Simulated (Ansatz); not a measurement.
Input file for Ansatz (a quantum-chemistry and plane-wave program):

Ansatz 0.2 input:
```yaml
crystal:
  lattice:
    - [3.9812409427, 0.0, 0.0]
    - [-1.9906204714, 3.447855795, 0.0]
    - [0.0, 0.0, 4.7695254342]
  atoms:
    - { symbol: Ca, position: [0.3333333333, 0.6666666667, 0.75] }
    - { symbol: Ca, position: [0.6666666667, 0.3333333333, 0.25] }
    - { symbol: O, position: [0.3333333333, 0.6666666667, 0.25] }
    - { symbol: O, position: [0.6666666667, 0.3333333333, 0.75] }
kpoints:
  mp_grid: { grid: [8, 8, 6] }
hamiltonian:
  xc: r2scan
  pseudopotentials: { kind: paw }
scf:
  occupations: { method: fixed }
elastic: { mode: relaxed_ion, stencil: two_point, amplitude: 0.005, f_tol: 0.0005 }
```

Output (shortened):

```
Pseudopotential: Ca, paw, valence charge 10
Pseudopotential: O, paw, valence charge 6
Functional definition: r2SCAN
Crystal: 4 atoms, lattice volume = 65.470 Å³
Basis set: ecut = 500 eV, 1667 PW (Γ), exchange–correlation on 120×120×144 points (64 copies of the dense FFT grid, shifted against one another)
Bands: 20, of which v1, the nominal top of the filled ones, is band 16 counted from 1 (15 counted from 0)
Symmetry: 24 space group operations
Space group: P63/mmc (ITA 194), of the structure as read, at distance tolerance 4.0e-5 Å
k-points: 40 of 384
SCF 1 converged in 10 iterations: F = -4787.785337 eV  dr2 = 5.52e-15
Crystal: 4 atoms, lattice volume = 65.470 Å³
SCF 2 converged in 2 iterations: F = -4787.785337 eV  dr2 = 1.98e-15
Crystal: 4 atoms, lattice volume = 65.143 Å³
Basis set: ecut = 500 eV, 1651 PW (Γ), exchange–correlation on 120×120×144 points (64 copies of the dense FFT grid, shifted against one another)
Symmetry: 8 space group operations
k-points: 84 of 384
SCF 3 converged in 10 iterations: F = -4787.784552 eV  dr2 = 3.65e-14
relax step   1: F+E_penalty+E_count = -4787.78455161 eV  Δ(F+E_penalty+E_count) = +0.000e0 eV  max|allowed force component| = 3.443e-2 eV/Å  Δτ_max = 0.0000 Å  (10 SCF iters, accepted)
Crystal: 4 atoms, lattice volume = 65.143 Å³
SCF 4 converged in 10 iterations: F = -4787.784662 eV  dr2 = 6.45e-16
relax step   2: F+E_penalty+E_count = -4787.78466224 eV  Δ(F+E_penalty+E_count) = -1.106e-4 eV  max|allowed force component| = 1.627e-2 eV/Å  Δτ_max = 0.0038 Å  (10 SCF iters, accepted)
Crystal: 4 atoms, lattice volume = 65.143 Å³
SCF 5 converged in 8 iterations: F = -4787.784704 eV  dr2 = 8.75e-14
relax step   3: F+E_penalty+E_count = -4787.78470389 eV  Δ(F+E_penalty+E_count) = -4.165e-5 eV  max|allowed force component| = 3.039e-3 eV/Å  Δτ_max = 0.0022 Å  (8 SCF iters, accepted)
Crystal: 4 atoms, lattice volume = 65.143 Å³
SCF 6 converged in 8 iterations: F = -4787.784705 eV  dr2 = 6.07e-15
relax step   4: F+E_penalty+E_count = -4787.78470533 eV  Δ(F+E_penalty+E_count) = -1.442e-6 eV  max|allowed force component| = 8.431e-6 eV/Å  Δτ_max = 0.0005 Å  (8 SCF iters, accepted)
Crystal: 4 atoms, lattice volume = 65.143 Å³
SCF 7 converged in 2 iterations: F = -4787.784705 eV  dr2 = 2.28e-15
Crystal: 4 atoms, lattice volume = 65.797 Å³
Basis set: ecut = 500 eV, 1691 PW (Γ), exchange–correlation on 120×120×144 points (64 copies of the dense FFT grid, shifted against one another)
SCF 8 converged in 10 iterations: F = -4787.784548 eV  dr2 = 3.93e-14
relax step   1: F+E_penalty+E_count = -4787.78454829 eV  Δ(F+E_penalty+E_count) = +0.000e0 eV  max|allowed force component| = 3.255e-2 eV/Å  Δτ_max = 0.0000 Å  (10 SCF iters, accepted)
Crystal: 4 atoms, lattice volume = 65.797 Å³
SCF 9 converged in 9 iterations: F = -4787.784690 eV  dr2 = 1.63e-14
relax step   2: F+E_penalty+E_count = -4787.78469045 eV  Δ(F+E_penalty+E_count) = -1.422e-4 eV  max|allowed force component| = 1.448e-3 eV/Å  Δτ_max = 0.0027 Å  (9 SCF iters, accepted)
Crystal: 4 atoms, lattice volume = 65.797 Å³
SCF 10 converged in 8 iterations: F = -4787.784691 eV  dr2 = 1.09e-14
relax step   3: F+E_penalty+E_count = -4787.78469081 eV  Δ(F+E_penalty+E_count) = -3.579e-7 eV  max|allowed force component| = 1.020e-5 eV/Å  Δτ_max = 0.0001 Å  (8 SCF iters, accepted)
Crystal: 4 atoms, lattice volume = 65.797 Å³
SCF 11 converged in 2 iterations: F = -4787.784691 eV  dr2 = 2.41e-15
Crystal: 4 atoms, lattice volume = 65.143 Å³
SCF 12 converged in 10 iterations: F = -4787.784241 eV  dr2 = 1.07e-15
Crystal: 4 atoms, lattice volume = 65.797 Å³
SCF 13 converged in 8 iterations: F = -4787.784328 eV  dr2 = 3.40e-15
Crystal: 4 atoms, lattice volume = 65.470 Å³
Basis set: ecut = 500 eV, 1675 PW (Γ), exchange–correlation on 120×120×144 points (64 copies of the dense FFT grid, shifted against one another)
Symmetry: 4 space group operations
k-points: 114 of 384
SCF 14 converged in 9 iterations: F = -4787.785008 eV  dr2 = 2.09e-14
relax step   1: F+E_penalty+E_count = -4787.78500810 eV  Δ(F+E_penalty+E_count) = +0.000e0 eV  max|allowed force component| = 1.497e-4 eV/Å  Δτ_max = 0.0000 Å  (9 SCF iters, accepted)
Crystal: 4 atoms, lattice volume = 65.470 Å³
SCF 15 converged in 2 iterations: F = -4787.785008 eV  dr2 = 6.27e-15
Crystal: 4 atoms, lattice volume = 65.470 Å³
SCF 16 converged in 9 iterations: F = -4787.785008 eV  dr2 = 2.11e-14
relax step   1: F+E_penalty+E_count = -4787.78500810 eV  Δ(F+E_penalty+E_count) = +0.000e0 eV  max|allowed force component| = 1.497e-4 eV/Å  Δτ_max = 0.0000 Å  (9 SCF iters, accepted)
Crystal: 4 atoms, lattice volume = 65.470 Å³
SCF 17 converged in 2 iterations: F = -4787.785008 eV  dr2 = 6.91e-15
SCF converged after 2 iterations
Free energy (F): -4787.785337 eV
Harris-Foulkes:  -4787.785337 eV  (|F-HF|=0.00e0)
Internal energy: -4787.785337 eV  (E = F + TS)
E sigma→0 (E₀):  -4787.785337 eV
Fermi energy:    5.568016 eV
--- Per-component energies (eV) ---
  E_band       = -285.719480
  E_kinetic    = 913.869020
  E_local      = -2169.019513  (includes V_loc(G=0)·N_el)
  E_nonlocal   = 221.071229
  E_hartree    = 755.980364
  E_xc         = -424.083803
  E_vxc        = -605.098719  (∫ρ·V_xc dr)
  E_paw        = -2047.310482  (= ΣΔE_a)
  E_vpaw       = -196.052917  (= ΣTr[D̂ρ^β])
  E_aug_tail   = 0.002052  (compensation charges beyond the density's cutoff)
  E_vtau       = 37.548642  (kinetic-family band-sum trace: ∫τ·v_τ [+ j·A + Jᵃ·Aᵃ] dr)
  E_ewald      = -2037.788991
  E_core_change = -0.505212  (= ΣΔE_core)
  E_smearing   =  0.000000  (= −TS)
  E_closure    = 0.000000  (closes the sum)
  Σ components = -4787.785337   (vs F -4787.785337, Δ=0.00e0)
--- Forces (eV/Å), atoms counted from 1 ---
  atom   1  Ca     0.00000000     0.00000000     0.00000000
  atom   2  Ca     0.00000000     0.00000000     0.00000000
  atom   3  O      0.00000000     0.00000000     0.00000000
  atom   4  O      0.00000000     0.00000000     0.00000000
  max |Σ_I F_I| component: 2.78e-17 eV/Å
--- Stress (GPa, compression-positive) ---
       -0.007578       0.000000       0.000000
        0.000000      -0.007578       0.000000
        0.000000       0.000000       0.010994
  P = ⅓ Tr σ = -0.0014 GPa (-0.014 kbar)
--- Band table (eV; the first three rows and the last of 40) ---
  k-point 0: bands = ["-33.4586", "-33.3256", "-13.9220", "-13.6761", "-13.6761", "-13.4780", "-13.4780", "-13.3430", "-10.8221", "-10.6576", "4.3708", "4.3708", "4.4103", "4.4103", "4.4805", "5.5680", "9.1999", "12.3839", "12.3839", "14.0019"]
  k-point 1: bands = ["-33.4495", "-33.3344", "-13.9500", "-13.6626", "-13.6626", "-13.4911", "-13.4911", "-13.4707", "-10.6713", "-10.5525", "4.3159", "4.3465", "4.3465", "4.3767", "4.3767", "5.1575", "9.4859", "12.6494", "12.6494", "13.3330"]
  k-point 2: bands = ["-33.4248", "-33.3583", "-13.9771", "-13.7199", "-13.6259", "-13.6259", "-13.5269", "-13.5269", "-10.3945", "-10.3473", "4.0274", "4.2987", "4.2987", "4.3116", "4.3116", "4.4314", "10.1411", "12.1407", "13.3250", "13.3250"]
  k-point 39: bands = ["-33.3757", "-33.3757", "-14.4817", "-14.4817", "-13.6714", "-13.6714", "-13.3774", "-13.3774", "-9.7041", "-9.7041", "3.5960", "3.5960", "4.5871", "4.5871", "4.7082", "4.7082", "10.8849", "10.8849", "13.7572", "13.7572"]
--- Elastic constants: 3 strain directions × 2 members + reference (group order 24) ---
  dense FFT box of the reference and of every strained cell: 30×30×36
  strains applied: 11, 33, 23; error gains …
  C = ∂σ_k/∂η_j (tension-positive GPa; Voigt order 11 22 33 23 13 12):
       124.599     96.495     49.968      0.000      0.000      0.000
        96.495    124.599     49.968      0.000      0.000      0.000
        49.993     49.993    206.693      0.000      0.000      0.000
         0.000      0.000      0.000     63.676      0.000      0.000
         0.000      0.000      0.000      0.000     63.676      0.000
         0.000      0.000      0.000      0.000      0.000     14.052
  reference stress σ⁰ (GPa):      0.008      0.008     -0.011      0.000      0.000      0.000
  moduli (Voigt/Reuss/Hill, GPa): K = 94.31/93.66/93.99   G = 45.58/26.65/36.11   E = 96.04   ν = 0.330
  mechanically stable: yes (min eigenvalue of sym C = 14.05 GPa)
  strain η (Voigt 11):  stress-route row diagonal C_11 = 124.60 GPa, energy-path curvature d²(F+E_count+ΔE)/dδ²/Ω₀ = 124.58 GPa
         δ    σ_11 (GPa)             F (eV)   n_scf  n_hpsi   n_pw
    -5.000e-3      -0.6226       -4787.7847053       2   14166   1669   relax 4 steps, max|allowed force component| 8.43e-6 eV/Å
     5.000e-3       0.6234       -4787.7846908       2   14177   1691   relax 3 steps, max|allowed force component| 1.02e-5 eV/Å
  strain η (Voigt 33):  stress-route row diagonal C_33 = 206.69 GPa, energy-path curvature d²(F+E_count+ΔE)/dδ²/Ω₀ = 206.67 GPa
         δ    σ_33 (GPa)             F (eV)   n_scf  n_hpsi   n_pw
    -5.000e-3      -1.0768       -4787.7842415      10   18982   1685   relax 0 steps, max|allowed force component| 1.99e-16 eV/Å
     5.000e-3       0.9902       -4787.7843284       8   14989   1685   relax 0 steps, max|allowed force component| 6.94e-17 eV/Å
  strain η (Voigt 23):  stress-route row diagonal C_44 = 63.68 GPa, energy-path curvature d²(F+E_count+ΔE)/dδ²/Ω₀ = 63.68 GPa
         δ    σ_23 (GPa)             F (eV)   n_scf  n_hpsi   n_pw
    -5.000e-3      -0.3184       -4787.7850081       2   19249   1681   relax 1 steps, max|allowed force component| 1.50e-4 eV/Å
     5.000e-3       0.3184       -4787.7850081       2   19250   1681   relax 1 steps, max|allowed force component| 1.50e-4 eV/Å
```

Cost: roughly 3 core-minutes on shared cores.

Space group P6_3/mmc. The first step of the workflow began from a Materials Project structure, measured or hypothetical; the Crystallography Open Database copy checked does not list it. It is not the phase usual at ambient conditions (space group No. 225). The cell was relaxed with r²SCAN under the symmetry of its start; of distortions, only those at the zone centre were tested.

Potentials: the later of the program's two PAW sets.

Ansatz is a plane-wave DFT program.
